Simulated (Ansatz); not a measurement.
MoSi2 (MoSi2 type, space group I4/mmm)

```xyz
3
Lattice="-1.5951 1.5951 3.9103 1.5951 -1.5951 3.9103 1.5951 1.5951 -3.9103" Properties=species:S:1:pos:R:3 pbc="T T T"
Mo     0.0000     0.0000     0.0000
Si     0.0000     0.0000     2.6206
Si     0.0000     0.0000     5.2000
```

This relaxed cell (volume V₀) is scaled evenly in all directions, its shape held. The atoms relax within the cell's symmetry.

These are PBEsol (plane waves to 420 eV, PAW, scalar-relativistic; Ansatz, a quantum-chemistry and plane-wave program) values and carry that method's errors. k mesh 20×20×20 (Γ-centred), Fermi-Dirac smearing 0.05 eV. Energies are smeared free energies. Compression counts positive. With the shape held, the modulus is that of even scaling; a crystal free to change shape is softer. MoSi2 is run without spin polarisation. MoSi2 was relaxed with its symmetry unable to fall. ΔE is measured from the relaxed starting cell.

| V (Å³/cell) | ΔE (meV/atom) | P (GPa) |
|---|---|---|
| 37.41 | 37 | 15.6 |
| 37.81 | 25 | 12.6 |
| 38.21 | 16 | 9.8 |
| 38.60 | 9 | 7.2 |
| 39.00 | 4 | 4.6 |
| 39.40 | 1 | 2.3 |
| 39.80 | 0 | 0.0 |
| 40.20 | 1 | -2.1 |
| 40.59 | 4 | -4.2 |
| 40.99 | 8 | -6.1 |
| 41.39 | 14 | -7.9 |
| 41.79 | 21 | -9.6 |
| 42.19 | 29 | -11.2 |

Derived quantities:

| Item | Value |
|---|---|
| Pressure at the smallest volume | 15.6 GPa |
| Energy cost of the largest compression | 37 meV/atom |
| Energy cost of the largest expansion | 29 meV/atom |
| Bulk modulus at fixed cell shape B₀ (third-order Birch-Murnaghan fit) | 220 GPa |
| Pressure derivative B₀′ (fit) | 4.5 |
| Equilibrium volume of the fit | 13.27 Å³/atom |
| Pressure for 5 % compression (fit) | 12.6 GPa |

(Under strain, the slope of the energy per volume gives the stress and its curvature an elastic modulus.)
